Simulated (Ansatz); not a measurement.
# EuGa3Cu: what a change of basis.ecutwfc, scf.algorithm, scf.occupations.width, scf.occupations.method does

All numbers are calculated (PBEsol, collinear spin, no spin-orbit coupling; Ansatz, PAW set soft_2, 420 eV, k-mesh 10×10×10), not measured. These are the settings of the reference run.

Cell:

```xyz
5
Lattice="-2.0883 2.0883 5.2143 2.0883 -2.0883 5.2143 2.0883 2.0883 -5.2143" Properties=species:S:1:pos:R:3 pbc="T T T"
Eu    0.0000    0.0000    1.4578
Ga    0.0000    2.0883    4.0938
Ga    2.0883    0.0000    4.0938
Ga    0.0000    0.0000    7.7058
Cu    0.0000    0.0000    5.3414
```

The reference run of this cell is solved again as a single point with these keys changed:

| key | reference run | changed run |
| --- | --- | --- |
| basis.ecutwfc | 420 | 44.1 Ry |
| scf.algorithm | not typed | density_mixing |
| scf.occupations.width | 0.05 | not typed |
| scf.occupations.method | gaussian | tetrahedron |

Task: How does the changed run end?

Result: 

| quantity | reference run | changed run |
| --- | --- | --- |
| energy, changed less reference (meV an atom) | 0 | -2.3 |
| pressure (GPa) | 0.0 | 0.0 |
| largest force (eV/Å) | 0.00 | 0.03 |
| gap on the mesh (eV) | 0.00 | 0.00 |
| moment of the cell (μB) | 6.85 | 6.78 |

The energy moves by 2.3 meV an atom (0.01 eV for the cell). It took 21 iterations.

Caveats: the reference run: 4f shell without a U, which puts 4f levels too near the Fermi level; the reference run: open f or d shells may hold a state above the lowest; a single point, atoms not relaxed again; the program warns that forces and stress by tetrahedra needn't match the slope of the energy.
